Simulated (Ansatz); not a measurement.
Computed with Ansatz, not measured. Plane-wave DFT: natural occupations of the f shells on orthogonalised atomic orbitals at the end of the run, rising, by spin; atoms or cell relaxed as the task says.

```
cell
1.0
     4.0159   -4.0159    0.0000
    -4.0159   -4.0159    0.0000
     0.0000    0.0000   -9.7525
Eu Ge Ni Si
4 4 8 4
Direct
  0.0000 0.0000 0.0008
  0.5000 0.0000 0.5008
  0.5000 0.5000 0.0008
  0.0000 0.5000 0.5008
  0.0000 0.0000 0.3719
  0.5000 0.0000 0.8719
  0.5000 0.5000 0.3719
  0.0000 0.5000 0.8719
  0.7500 0.2500 0.2460
  0.2500 0.2500 0.7460
  0.2500 0.7500 0.2460
  0.7500 0.7500 0.7460
  0.2500 0.2500 0.2460
  0.7500 0.2500 0.7460
  0.7500 0.7500 0.2460
  0.2500 0.7500 0.7460
  0.0000 0.0000 0.6354
  0.5000 0.0000 0.1354
  0.5000 0.5000 0.6354
  0.0000 0.5000 0.1354
```

Starting moments (μB): Eu number 1 7.23, Eu number 2 7.23, Eu number 3 7.23, Eu number 4 7.23; others 0.

| quantity | value |
| --- | --- |
| cell charge | 0 e |
| spin | collinear |
| scf start | atoms |
| lower state search | off |
| functional | PBEsol |
| wave cutoff | 420 eV |
| k mesh | 4, 4, 2 |
| k shift | 0.5, 0.5, 0.5 mesh steps |
| gaussian smearing | 0.05 eV |
| task | single point |

Results:

```json
{"shell atom": "1", "shell element": "Eu", "shell spin": "up", "shell occupation 1 (e)": "0.9", "shell occupation 2 (e)": "0.94", "shell occupation 3 (e)": "0.94", "shell occupation 4 (e)": "0.96", "shell occupation 5 (e)": "0.96", "shell occupation 6 (e)": "0.97", "shell occupation 7 (e)": "0.97"}
{"shell atom": "1", "shell element": "Eu", "shell spin": "down", "shell occupation 1 (e)": "0.01", "shell occupation 2 (e)": "0.01", "shell occupation 3 (e)": "0.01", "shell occupation 4 (e)": "0.01", "shell occupation 5 (e)": "0.01", "shell occupation 6 (e)": "0.01", "shell occupation 7 (e)": "0.01"}
{"shell atom": "2", "shell element": "Eu", "shell spin": "up", "shell occupation 1 (e)": "0.9", "shell occupation 2 (e)": "0.94", "shell occupation 3 (e)": "0.94", "shell occupation 4 (e)": "0.96", "shell occupation 5 (e)": "0.96", "shell occupation 6 (e)": "0.97", "shell occupation 7 (e)": "0.97"}
{"shell atom": "2", "shell element": "Eu", "shell spin": "down", "shell occupation 1 (e)": "0.01", "shell occupation 2 (e)": "0.01", "shell occupation 3 (e)": "0.01", "shell occupation 4 (e)": "0.01", "shell occupation 5 (e)": "0.01", "shell occupation 6 (e)": "0.01", "shell occupation 7 (e)": "0.01"}
{"shell atom": "3", "shell element": "Eu", "shell spin": "up", "shell occupation 1 (e)": "0.9", "shell occupation 2 (e)": "0.94", "shell occupation 3 (e)": "0.94", "shell occupation 4 (e)": "0.96", "shell occupation 5 (e)": "0.96", "shell occupation 6 (e)": "0.97", "shell occupation 7 (e)": "0.97"}
{"shell atom": "3", "shell element": "Eu", "shell spin": "down", "shell occupation 1 (e)": "0.01", "shell occupation 2 (e)": "0.01", "shell occupation 3 (e)": "0.01", "shell occupation 4 (e)": "0.01", "shell occupation 5 (e)": "0.01", "shell occupation 6 (e)": "0.01", "shell occupation 7 (e)": "0.01"}
{"shell atom": "4", "shell element": "Eu", "shell spin": "up", "shell occupation 1 (e)": "0.9", "shell occupation 2 (e)": "0.94", "shell occupation 3 (e)": "0.94", "shell occupation 4 (e)": "0.96", "shell occupation 5 (e)": "0.96", "shell occupation 6 (e)": "0.97", "shell occupation 7 (e)": "0.97"}
{"shell atom": "4", "shell element": "Eu", "shell spin": "down", "shell occupation 1 (e)": "0.01", "shell occupation 2 (e)": "0.01", "shell occupation 3 (e)": "0.01", "shell occupation 4 (e)": "0.01", "shell occupation 5 (e)": "0.01", "shell occupation 6 (e)": "0.01", "shell occupation 7 (e)": "0.01"}
```

Caveats: 4f shell without a U, which puts 4f levels too near the Fermi level; occupations loosely converged; open f or d shells may hold a state above the lowest.
